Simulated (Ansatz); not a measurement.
BaTiO$_{3}$:
```
CELL_PARAMETERS angstrom
      0.00000     2.79393    -2.79909
      0.00000     2.79393     2.79909
      3.92323     0.00000     0.00000
ATOMIC_POSITIONS crystal
  Ba 0.99831 0.00169 0.00000
  Ti 0.48809 0.51191 0.50000
  O  0.50895 0.98533 0.50000
  O  0.01467 0.49105 0.50000
  O  0.51010 0.48990 0.00000
```

Tensor components refer to the Cartesian frame of this cell.

Give the high-frequency dielectric tensor and the Born effective charge tensors of the independent atoms from DFPT, DFT-LDA in the program Ansatz with PAW potentials.


ε∞:
```
6.50  0.00  0.00
0.00  6.30  0.00
0.00  0.00  6.03
```
Z* of atom 1 (Ba), rows: field, columns: displacement, in e:
```
2.77  0.00  0.00
0.00  2.82  0.00
0.00  0.00  2.80
```
Z* of atom 2 (Ti), rows: field, columns: displacement, in e:
```
7.08  0.00  0.00
0.00  6.76  0.00
0.00  0.00  6.23
```
Z* of atom 3 (O), rows: field, columns: displacement, in e:
```
-2.12   0.00   0.00
 0.00  -3.76  -1.64
 0.00  -1.52  -3.47
```
Z* of atom 5 (O), rows: field, columns: displacement, in e:
```
-5.62   0.00   0.00
 0.00  -2.06   0.00
 0.00   0.00  -2.08
```

Space group Amm2. This is a known low-temperature phase of the composition, computed here at zero pressure and temperature. The LDA relaxation kept the symmetry of its start. At this level the phase is dynamically unstable (imaginary phonons). No spin polarisation was allowed. Scalar-relativistic: spin–orbit coupling is off unless named, which matters more the heavier the elements.

Potentials: the later of the program's two PAW sets.
